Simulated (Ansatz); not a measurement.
# antiNiAs-structured LuBi

Method: PBEsol, scalar-relativistic; no spin polarisation; PAW, 420 eV, Γ-centred 8×8×6 mesh, 0.05 eV Gaussian smearing; code Ansatz. The datasets are Ansatz's generated set soft_2.

```
Lu Bi
1.0
     4.30703    0.00000    0.00000
    -2.15352    3.73000    0.00000
     0.00000    0.00000    7.28047
Lu Bi
2 2
Direct
  0.33333 0.66667 0.25000
  0.66667 0.33333 0.75000
  0.00000 0.00000 0.00000
  0.00000 0.00000 0.50000
```

This is a trial structure: such lanthanide and actinide compounds mostly take the rock-salt structure.

Cell and atoms are those of this level's equilibrium.

The cell has space group P6_3/mmc (read at 0.01 Å). In it the stress is -0.02, -0.02, 0.00, 0.00, 0.00, 0.00 GPa and the largest force component 0.000 eV/Å. Each change below starts from this cell, without further relaxation. Stress is in GPa, positive in compression, in the order xx, yy, zz, yz, xz, xy; energies are counted from the cell above and are free energies with the smearing's entropy, which match forces and stress in a metal.

What happens when atom 1 (Lu) is moved by 0.08 Å along z?

The energy changes by 18.7 meV per cell, and the force on it along the shift is -0.469 eV/Å (−F/u = 5.86 eV/Å²). Stress: 0.09, 0.09, -0.01, 0.00, 0.00, 0.00.
```tsv
atom	Fx (eV/Å)	Fy	Fz
Lu1	0.000	0.000	-0.469
Lu2	0.000	0.000	0.169
Bi3	0.000	0.000	0.139
Bi4	0.000	0.000	0.160
```
In a harmonic crystal the energy would rise by −½F·u = ½ × 5.86 × 0.08² eV = 18.7 meV, which matches.

A single strain component, atoms carried along, gave the stress -0.01, 0.00, 0.02, 0.30, 0.00, 0.00. Which component, and about how large?

An engineering strain of -1 % in yz; the energy changes by 1.1 meV per cell.

These numbers lack spin–orbit coupling.
